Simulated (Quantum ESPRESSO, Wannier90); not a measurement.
Tight-binding from DFT: Sb (R-3m)

```
Sb
1.0
   -2.17706     3.77079     0.00000
   -4.35413     0.00000     0.00000
   -2.17706     1.25693     3.82988
Sb
2
Direct
  0.73174   0.73174   0.80478
  0.26826   0.26826   0.19522
```

Cell from Materials Project (mp-104), symmetrised, no further relaxation. This is the element's usual structure. Level: PBEsol, no spin polarisation, no spin-orbit coupling; pw.x of Quantum ESPRESSO at 64 Ry with PseudoDojo potentials, 8×8×8 k-points, Wannier90. Density: 8×8×8 mesh, cold smearing 0.01 Ry. The cell is built of weakly bound layers, chains or molecules, whose nearest atoms lie 3.43 Å apart. Database cells relaxed without dispersion often hold them too far apart, which can enlarge gaps and weakens couplings between them; spacing and stacking were not compared with the measured crystal. Spin-orbit coupling is left out although heavy elements are present.

Base run: 8 functions from bands 11-25 of the 25 computed, start hydrogen-like Sb: s;p, frozen window up to 1.50 eV relative to the Fermi level, outer window open. Rows change the key named; with other orbitals the number of functions and the frozen window follow, as listed; window edges are relative to the Fermi level. The misfit compares interpolated bands with pw.x on a high-symmetry path, for states up to 1.0 eV relative to the Fermi level. Converged means that the tolerances were met: symmetric starts can stop on a saddle, which shows as a larger Ω_OD at equal Ω_I and can move the misfit too.

```json
[
 {"setting": "base", "functions": "8", "frozen to (eV)": "1.50", "Ω_I (Å²)": "13.93", "Ω_D (Å²)": "0.03", "Ω_OD (Å²)": "2.58", "rms misfit (meV)": "8.0", "worst (meV)": "40", "ended": "converged"},
 {"setting": "only the lowest 10 of the kept bands", "functions": "8", "frozen to (eV)": "1.50", "Ω_I (Å²)": "15.42", "Ω_D (Å²)": "0.04", "Ω_OD (Å²)": "2.57", "rms misfit (meV)": "5.3", "worst (meV)": "31", "ended": "converged"},
 {"setting": "only the lowest 11 of the kept bands", "functions": "8", "frozen to (eV)": "1.50", "Ω_I (Å²)": "15.10", "Ω_D (Å²)": "0.03", "Ω_OD (Å²)": "3.24", "rms misfit (meV)": "5.2", "worst (meV)": "34", "ended": "converged"},
 {"setting": "only the lowest 13 of the kept bands", "functions": "8", "frozen to (eV)": "1.50", "Ω_I (Å²)": "14.28", "Ω_D (Å²)": "0.03", "Ω_OD (Å²)": "2.56", "rms misfit (meV)": "7.3", "worst (meV)": "41", "ended": "converged"},
 {"setting": "dis_mix_ratio = 0.2", "functions": "8", "frozen to (eV)": "1.50", "Ω_I (Å²)": "13.93", "Ω_D (Å²)": "0.03", "Ω_OD (Å²)": "2.58", "rms misfit (meV)": "8.0", "worst (meV)": "40", "ended": "converged"}
]
```
